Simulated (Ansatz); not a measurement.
Sb2Os:
```yaml
crystal:
  lattice:
    - [5.96681, 0.00000, 0.00000]
    - [0.00000, 6.72275, 0.00000]
    - [0.00000, 0.00000, 3.24258]
  atoms:
    - { symbol: Sb, position: [0.31808, 0.85888, 0.50000] }
    - { symbol: Sb, position: [0.68192, 0.14112, 0.50000] }
    - { symbol: Sb, position: [0.81808, 0.64112, 0.00000] }
    - { symbol: Sb, position: [0.18192, 0.35888, 0.00000] }
    - { symbol: Os, position: [0.50000, 0.50000, 0.50000] }
    - { symbol: Os, position: [0.00000, 0.00000, 0.00000] }
```

This is the r²SCAN-relaxed structure. Tensor components refer to the Cartesian frame of this cell.

**Question.** All from r²SCAN in the plane-wave PAW code Ansatz, unless another level is named. Predict the band gap.

**Answer.** 0.50 eV (indirect).

**Question.** Give the valence-band maximum.

**Answer.** at R (k = 0.500, 0.500, 0.500 in fractions of the reciprocal vectors).

**Question.** What about the conduction-band minimum?

**Answer.** on the Γ–Z line, 50 % of the way from Γ (k = 0.000, 0.000, 0.250 in fractions of the reciprocal vectors) (2 equivalent valleys).

Space group Pnnm. The first step of the workflow began from a Materials Project structure, measured or hypothetical; the Crystallography Open Database files this formula in space group No. 58, but the cells were not matched. Its standing as an ambient phase is unchecked. The r²SCAN relaxation kept the symmetry of its start; whether a distortion lowers the energy is not shown. No spin polarisation was allowed. Scalar-relativistic: spin–orbit coupling is off unless named, which matters more the heavier the elements.

Potentials: the later of the program's two PAW sets.
